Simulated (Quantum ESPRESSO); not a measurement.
Quadrupole interaction in SiGeC$_{2}$ (changed cell)

```yaml
crystal:
  lattice:
    - [3.16719, 0.00000, 0.00000]
    - [-1.58359, 2.74287, 0.00000]
    - [0.00000, 0.00000, 5.21268]
  atoms:
    - { symbol: Ge, position: [0.33333, 0.66667, 0.49943] }
    - { symbol: Si, position: [0.66667, 0.33333, 0.00079] }
    - { symbol: C, position: [0.33333, 0.66667, 0.88522] }
    - { symbol: C, position: [0.66667, 0.33333, 0.36456] }
```
The cell was made here from a computed Materials Project entry: one of 2 Si replaced by Ge, cell and atoms relaxed (PBE without dispersion, pw.x of a modified build of Quantum ESPRESSO, symmetry kept). The parent is SiC in P6₃mc. The swapped cell is a model, not a known phase. Stability against distortions was not tested.

Computed: field gradients by PBE PAW (JTH datasets; density from pw.x of Quantum ESPRESSO, gradients reconstructed from it by a script), 20 Ha, k-mesh 8×8×5 through Γ.

```csv
site,site symmetry,Vzz (a.u.),η_Q,∣C_Q∣ (MHz)
Ge (atom 1),3m,0.232,0.00,10.7 (⁷³Ge)
Si (atom 2),3m,-0.040,0.00,–
C1 (atom 3),3m,0.094,0.00,–
C2 (atom 4),3m,-0.038,0.00,–
```

Quadrupole moments taken as inputs (sizes, barn, from the tables of PySCF and pymatgen): ⁷³Ge 0.196.

Convention: |Vzz| is the largest principal value, η_Q = (Vxx − Vyy)/Vzz, |C_Q| = |eQVzz/h|. Cores are frozen. Against all-electron runs on small test molecules, this scheme's |Vzz| missed by −6 % on Si, +9 % on C. Ge had no test against all-electron runs.
